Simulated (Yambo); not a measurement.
Yambo run on BaTiO$_{3}$ (cubic perovskite, space group Pm-3m, No. 221). The wavefunctions are PBEsol (pw.x of Quantum ESPRESSO, ONCV potentials, scalar-relativistic) ones on a 4×4×4 mesh (20 occupied bands); a = b = c = 4.008 Å, α = β = γ = 90.00°.

Yambo input:

```
rim_cut
gw0
dyson
el_el_corr
HF_and_locXC
ppa
em1d
RandQpts= 1000000
RandGvec= 1 Ry
EXXRLvcs= 84 Ry
VXCRLvcs= 336 Ry
Chimod= "HARTREE"
% BndsRnXp
 2 | 62 |
%
NGsBlkXp= 8 Ry
% LongDrXp
 1.0 | 1.0 | 1.0 |
%
PPAPntXp= 27.2114 eV
% GbndRnge
 1 | 125 |
%
GTermKind= "BG"
DysSolver= "n"
ExtendOut
% QPkrange
 1 | 1 | 20 | 21 |
 10 | 10 | 20 | 20 |
%
```

k points by index: 1 = Γ, 10 = R.

The o-*.qp file then holds:

```
#    K-point    Band    Eo [eV]    E [eV]    E-Eo [eV]    Vxc [eV]    Vnlxc [eV]    Sc|Eo [eV]    Sc|E [eV]    dSc/dw|Eo [eV]    Re(Z)    Im(Z)
#
    1    20    -0.117404    -0.292105    -0.174701    -19.97658    -24.77658    4.569829    4.625302    -8.633633    0.759137    -0.001510
    1    21    1.775198    3.099754    1.324557    -18.70777    -11.43365    -5.551257    -5.949564    -8.181605    0.768832    -0.001602
    10    20    0.000000    -0.149439    -0.149439    -19.70393    -24.80305    4.900458    4.949681    -8.954182    0.752408    -0.001554
```
(The two width columns are left out.) Convergence of these settings isn't established.

Geometry of the Materials Project entry, not relaxed at this level.

This is not the ordinary phase of the substance.
